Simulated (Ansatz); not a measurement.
## Conduction electrons in ScZn (Pm-3m)

```
Sc Zn
1.0
     3.30170    0.00000    0.00000
     0.00000    3.30170    0.00000
     0.00000    0.00000    3.30170
Sc Zn
1 1
Cartesian
  0.0000 0.0000 0.0000
  1.6508 1.6508 1.6508
```

Level of theory, where no other is named: PBEsol, all-electron LAPW in Ansatz 0.2.0, with spin-orbit coupling. k mesh 10×10×10, fine mesh 12×12×12, Fermi-Dirac smearing of 0.100 eV, basis error target 1 meV/atom. The cell was relaxed by PAW under this functional, which moved its volume by -4 % from the database entry's.

Levels and slopes are solved on a 12×12×12 mesh, and each state is taken as quadratic over its cell.

**Question.** What is the density of states at the Fermi level, and which bare Sommerfeld coefficient follows?

**Answer.** N(E_F) = 0.889 states/eV/atom (both spins), so γ = (π²/3) k_B² N(E_F) = 2.1 mJ/(mol-atom K²) without electron-phonon or spin-fluctuation enhancement.

**Question.** What Drude plasma energy and σ/τ do the band velocities give?

**Answer.** (ħω_p,α)² = (e²/ε₀VN_k) Σ_nkσ (∂E/∂k_α)² δ(E − E_F) gives ħω_p = (4.29, 4.29, 4.29) eV along x, y, z, and σ/τ = ε₀ω_p² = 3.75×10²⁰ Ω⁻¹m⁻¹s⁻¹ along x. Weighted by the density of states, the mean Fermi speed is 0.325×10⁶ m/s; the surface has an area of 13.1 Å⁻² for each spin direction.

**Question.** Which bands cross the Fermi level, and what do they carry?

**Answer.** 

```csv
band,filled part,N (states/eV/cell),speed (10⁶ m/s),5th to 95th percentile,area (Å⁻²),filling
1,0.98,0.305,0.157,0.04 to 0.30,2.18,nearly full
2,0.98,0.305,0.157,0.04 to 0.30,2.18,nearly full
3,0.52,0.584,0.413,0.15 to 0.64,10.9,partly filled
4,0.52,0.584,0.413,0.15 to 0.64,10.9,partly filled
```

**Question.** Map the plane k₃ = 1/2 of the mesh: how many bands lie under the Fermi level at each point, counted from the least on the plane?

**Answer.** k₁ runs to the right and k₂ upwards, each from −½ to ½ with 0 in the middle (the axes needn't be at right angles):
```
222222222222
222222222222
222220002222
222200000222
222000000022
222000000022
222000000022
222200000222
222220002222
222222222222
222222222222
222222222222
```

**Question.** Tabulate the nesting function ξ(q) = Σ δ(ε_k) δ(ε_k+q) on the lines that the mesh holds, over its zone mean.

**Answer.** The deltas are Gaussians of 0.1 to 0.2 eV, set by mesh and band speed, and are averaged over mesh cells, which smears them further. ξ grows towards q = 0 in any metal, and zigzags from point to point can be the mesh's; no second mesh was run.

* Fine mesh: 12, 12, 12

| line | part | nesting |
| --- | --- | --- |
| Gamma-X | 0.167 | 2.908 |
| Gamma-X | 0.333 | 2.211 |
| Gamma-X | 0.5 | 1.737 |
| Gamma-X | 0.667 | 1.382 |
| Gamma-X | 0.833 | 0.7971 |
| Gamma-X | 1 | 0.7651 |
| X-M | 0 | 0.7651 |
| X-M | 0.167 | 0.8206 |
| X-M | 0.333 | 0.8034 |
| X-M | 0.5 | 0.8803 |
| X-M | 0.667 | 0.9666 |
| X-M | 0.833 | 0.9696 |
| X-M | 1 | 0.7987 |
| M-Gamma | 0 | 0.7987 |
| M-Gamma | 0.167 | 1.061 |
| M-Gamma | 0.333 | 1.155 |
| M-Gamma | 0.5 | 1.337 |
| M-Gamma | 0.667 | 1.642 |
| M-Gamma | 0.833 | 2.416 |
| Gamma-R | 0.167 | 2.165 |
| Gamma-R | 0.333 | 1.308 |
| Gamma-R | 0.5 | 0.9463 |
| Gamma-R | 0.667 | 0.6796 |
| Gamma-R | 0.833 | 0.4863 |
| Gamma-R | 1 | 0.5783 |
| R-X | 0 | 0.5783 |
| R-X | 0.167 | 0.3973 |
| R-X | 0.333 | 0.5134 |
| R-X | 0.5 | 0.6911 |
| R-X | 0.667 | 0.8176 |
| R-X | 0.833 | 0.8645 |
| R-X | 1 | 0.7651 |
| R-M | 0 | 0.5783 |
| R-M | 0.167 | 0.4107 |
| R-M | 0.333 | 0.4608 |
| R-M | 0.5 | 0.5652 |
| R-M | 0.667 | 0.6123 |
| R-M | 0.833 | 0.6106 |
| R-M | 1 | 0.7987 |

**Question.** What does PAW give for the same cell?

**Answer.** N(E_F) = 0.889 states/eV/atom and ħω_p,x = 4.29 eV.

**Question.** And without spin-orbit coupling?

**Answer.** N(E_F) = 0.946 states/eV/atom and ħω_p,x = 4.44 eV, on a 16×16×16 mesh.

Keep in mind: these sums move with the mesh, by several per cent and more for small sheets; the frozen-core PAW files of the compared runs were fitted under PBE, their cores solved anew for this functional.
